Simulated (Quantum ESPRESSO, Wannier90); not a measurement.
## HgS (zinc blende), plane waves to Wannier functions

```xyz
2
Lattice="0.0000 2.9697 2.9697 2.9697 0.0000 2.9697 2.9697 2.9697 0.0000" Properties=species:S:1:pos:R:3 pbc="T T T"
Hg     0.0000     0.0000     0.0000
S     -1.4848    -1.4848    -1.4848
```

Materials Project entry mp-1123; symmetrised, unrelaxed at this level. COD (Crystallography Open Database) has the formula in 4 space groups, this one among them (matched by group alone). Method: LDA plane waves in Quantum ESPRESSO 7.5 (PseudoDojo norm-conserving files, 48 Ry, no spin polarisation, no spin-orbit coupling), Bloch states on a 10×10×10 mesh through Γ, Wannier90 4.0.1. Density: 10×10×10 mesh, cold smearing 0.01 Ry. Spin-orbit coupling is left out although heavy elements are present.

A tight-binding model is made by disentanglement and projection with no localisation steps (num_iter = 0), so the 13 orbitals stay atom-like: hydrogen-like Hg: s;p;d; S: s;p, axes along x, y, z; frozen window up to 1.50 eV relative to the Fermi level. It follows pw.x to 1.1 meV rms for states up to 1.0 eV relative to the Fermi level. Matrix elements depend on this choice of orbitals and windows.

Q: What are the on-site energies relative to the Fermi level, and how fast do the hoppings decay?

A: 
```tsv
atom	orbitals	energy (eV)
Hg1	s	-0.93
Hg1	pz px py	6.14
Hg1	dz2 dx2-y2	-6.02
Hg1	dxz dyz dxy	-6.11
S2	s	-10.57
S2	pz px py	-0.52
```

```
distance of the centres (Å)  largest modulus (eV)
---------------------------  --------------------
2–3                                           1.2
4–5                                          0.38
5–6                                         0.026
6–7                                         0.021
7–8                                         0.015
8–9                                        0.0064
9–10                                       0.0056
10–11                                      0.0032
11–12                                      0.0025
12–13                                      0.0016
```
